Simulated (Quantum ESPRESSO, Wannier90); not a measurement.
## Wannier functions of HfGe₂ (Cmcm)

```xyz
6
Lattice="0.0000 0.0000 3.7528 -3.7861 0.0000 0.0000 1.8930 -7.4878 0.0000" Properties=species:S:1:pos:R:3 pbc="T T T"
Hf     0.0000    -1.5894    -0.9382
Hf     0.0000     1.5894     0.9382
Ge    -1.8930     0.8923    -0.9382
Ge     1.8930    -0.8923     0.9382
Ge    -1.8930     3.7417     0.9382
Ge     1.8930    -3.7417    -0.9382
```

Materials Project entry mp-13683; symmetrised, unrelaxed at this level. COD (Crystallography Open Database) has an entry of this formula and space group (matched by these alone). Computed values, not measurements, from PBEsol: Quantum ESPRESSO (norm-conserving PseudoDojo potentials, cutoff 63 Ry, no spin polarisation, no spin-orbit coupling) on a Γ-centred 4×6×6 mesh, then Wannier90. Density: 8×8×8 mesh, cold smearing 0.01 Ry. Spin-orbit coupling is left out although heavy elements are present.

The plane-wave run has 78 bands and 80 electrons a cell. On the energy scale of pw.x, whose zero is arbitrary, the Fermi level lies at 15.29 eV.

Isolated groups of bands, relative to the Fermi level (bands from 29 on overlap up to the last one computed):

| bands | from (eV) | to (eV) | filling | weight on atomic waves |
|---|---|---|---|---|
| 1–2 | -62.43 | -62.42 | filled | Hf 5s 96 % |
| 3–8 | -31.19 | -31.03 | filled | Hf 5p 98 % |
| 9–28 | -25.01 | -24.58 | filled | Ge 3d 100 % |

Input w.win, without the blocks of cell, atoms and k-points (144 lines):

```
num_bands = 78
num_wann = 34
num_iter = 1000
conv_tol = 1.0e-6
conv_window = 4
dis_num_iter = 1000
dis_conv_tol = 1.0e-6
dis_froz_max = 16.79
write_hr = true
write_u_matrices = true
begin projections
f=-0.25824,0.09805,0.20795: s;p;d
f=0.24825,-0.11746,-0.21013: s;p;d
f=-0.23809,0.43943,-0.12214: s;p
f=0.24528,-0.44401,0.12454: s;p
f=0.24299,0.24529,-0.49529: s;p
f=-0.24257,-0.25826,0.50247: s;p
end projections
mp_grid = 4 6 6
```

Question: Check the input against the numbers above: what is wrong, and how is it mended?

Answer: wannier90.x stops with:
```
dis_windows: More states in the frozen window than target WFs
```
At some k-point more bands lie below dis_froz_max than there are Wannier functions, and every frozen state has to fit into the subspace. Here the deep bands below band 29 or between the kept ones were not excluded and fill the window; only bands 29-78 belong to the model. Mended as below, all else unchanged, the run goes through (Ω_I = 46.5 Å²) and follows the plane-wave bands to 8.4 meV rms (states up to 1.0 eV relative to the Fermi level).
```
num_bands = 50
exclude_bands = 1-28
```
